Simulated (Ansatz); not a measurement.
A scan (energy against volume; even scaling of the relaxed cell, symmetry kept) gave these values. Calculation: r2SCAN (plane waves to 500 eV, PAW, scalar-relativistic; Ansatz, an electronic-structure program).

| Quantity | Result |
|---|---|
| Bulk modulus at fixed cell shape B₀ (third-order Birch-Murnaghan fit) | 161 GPa |
| Pressure derivative B₀′ (fit) | 4.8 |
| Equilibrium volume of the fit | 16.55 Å³/atom |

**Question.** Of these crystals, all scanned alike, which one is it?
A. TiB₂ (AlB2 type, space group P6/mmm)
B. Os (hcp, Mg type)
C. YRu₂Si₂ (space group I4/mmm)
D. Ge₂Sb₂Te₅ (Ge2Sb2Te5-Kooi type, space group P-3m1)

**Answer.** C, YRu₂Si₂ (space group I4/mmm). The others have, for the bulk modulus at fixed cell shape: Ge2Sb2Te5 29.3 GPa, TiB2 263 GPa, Os 428 GPa

All were relaxed with their symmetry unable to fall. Os is run without spin polarisation. Spin-orbit coupling is left out. TiB2 is run without spin polarisation. YRu2Si2 is run without spin polarisation. With the shape held, the modulus is that of even scaling; a crystal free to change shape is softer.

(Under strain, the slope of the energy per volume gives the stress and its curvature an elastic modulus.)
